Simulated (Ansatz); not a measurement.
Level of theory: DFT PBE, scalar-relativistic, plane waves, PAW (Ansatz). All cells share a 420 eV cutoff and Γ-centred k meshes spaced about 0.3 Å⁻¹ or finer (0.25 for metals, 2π included). No spin polarisation.

These are static total energies at zero pressure.

Two forms of Ti6Ge were relaxed alike.

A.

```xyz
7
Lattice="0.0000 3.9646 3.9646 3.9646 0.0000 3.9646 3.9646 3.9646 0.0000" Properties=species:S:1:pos:R:3 pbc="T T T"
Ti    0.0000    1.9823    1.9823
Ti    3.9646    1.9823    1.9823
Ti    1.9823    0.0000    1.9823
Ti    1.9823    3.9646    1.9823
Ti    1.9823    1.9823    0.0000
Ti    1.9823    1.9823    3.9646
Ge    0.0000    0.0000    0.0000
```

B.

```xyz
7
Lattice="4.2779 0.0000 0.0000 0.0000 4.2779 0.0000 0.0000 0.0000 6.6888" Properties=species:S:1:pos:R:3 pbc="T T T"
Ti    0.0000    0.0000    3.3444
Ti    0.0000    0.0000    0.0000
Ti    0.0000    2.1390    5.1628
Ti    2.1390    0.0000    5.1628
Ti    0.0000    2.1390    1.5260
Ti    2.1390    0.0000    1.5260
Ge    2.1390    2.1390    3.3444
```

**Question.** Which form is favoured at zero pressure, and by what margin per atom?

**Answer.** They are level within the accuracy (3 meV/atom apart, with A the lower in these runs). A has space group Fm-3m (No. 225), 17.8 Å³/atom and no gap on its mesh; B has space group P4/mmm (No. 123), 17.5 Å³/atom and no gap. Counting Ti atoms around Ge (those within 1.25 times the shortest such distance or 1.15 times the sum of covalent radii), A and B both have Ge 12. Even the lower one lies +0.08 eV/atom against the reference forms of the elements (uncorrected), so neither is stable at this level. Both come from trial cells of a structure search, whose lowest cell (C2, 16.9 Å³/atom) lies 287 meV/atom below the lower of the two.

For metals, differences of a few meV/atom aren't resolved. Trial moments fell under 0.15 μB along the way in Fm-3m and P4/mmm; another start might hold them. Cells relaxed within their symmetry can be saddle points. Some candidate types were left out of the draw beforehand, so a known form may be missing.
